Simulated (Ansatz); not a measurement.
The start is a generated trial cell of Ga in the AFLOW prototype A_oC8_64_f (A11, as in Ga). Cell shape, volume and atoms are optimised at zero target pressure with r2SCAN (plane waves to 500 eV, PAW, scalar-relativistic; Ansatz, a program for electronic structure). The first steps use a coarse 9×9×7 k-mesh.

The start:
```
Ga
1.0
    2.23818    -3.79101     0.00000
    2.23818     3.79101     0.00000
    0.00000     0.00000     4.47736
Ga
4
Direct
  0.34510   0.65490   0.58100
  0.65490   0.34510   0.41900
  0.84510   0.15490   0.91900
  0.15490   0.84510   0.08100
```

Q: By how much does the energy per atom fall from start to end?

A: Under 0.01 eV/atom.

Q: How does the volume per atom move from start to end?

A: +1.2 %, from 19.00 to 19.22 Å³/atom.

Q: How do the shortest distances between atoms change?

A: The closest pairs of elements (up to four, under 3.6 Å), start → end: Ga–Ga 2.46 → 2.49 Å.

Q: Give the final cell and atomic positions.

A: 
```cif
data_Ga8
_chemical_formula_sum 'Ga8'
_space_group_name_H-M_alt 'Cmce'
_space_group_IT_number 64
_space_group_name_Hall '-C 2ac 2'
_cell_length_a 4.48030
_cell_length_b 7.59469
_cell_length_c 4.51927
_cell_angle_alpha 90.000
_cell_angle_beta 90.000
_cell_angle_gamma 90.000
loop_
_space_group_symop_operation_xyz
  'x, y, z'
  '-x, -y, -z'
  '-x+1/2, -y, z+1/2'
  'x+1/2, y, -z+1/2'
  'x, -y, -z'
  '-x, y, z'
  '-x+1/2, y, -z+1/2'
  'x+1/2, -y, z+1/2'
  'x+1/2, y+1/2, z'
  '-x+1/2, -y+1/2, -z'
  '-x, -y+1/2, z+1/2'
  'x, y+1/2, -z+1/2'
  'x+1/2, -y+1/2, -z'
  '-x+1/2, y+1/2, z'
  '-x, y+1/2, -z+1/2'
  'x, -y+1/2, z+1/2'
loop_
_atom_site_label
_atom_site_type_symbol
_atom_site_symmetry_multiplicity
_atom_site_Wyckoff_symbol
_atom_site_fract_x
_atom_site_fract_y
_atom_site_fract_z
_atom_site_occupancy
Ga1 Ga 8 f 0.00000 0.34400 0.41513 1
```
(The calculation used a cell of 4 atoms; values per cell refer to that cell.)

The space group stays Cmce (No. 64) (the run could not lower it); the end is AFLOW prototype A_oC8_64_f (A11, as in Ga), with 4 atoms in the primitive cell. Final values are on a 12×12×10 k-mesh of the relaxed cell. No spin polarisation in the result.

The run could not lose the symmetry of its start; a randomly shaken copy of 8 atoms returns to this structure.
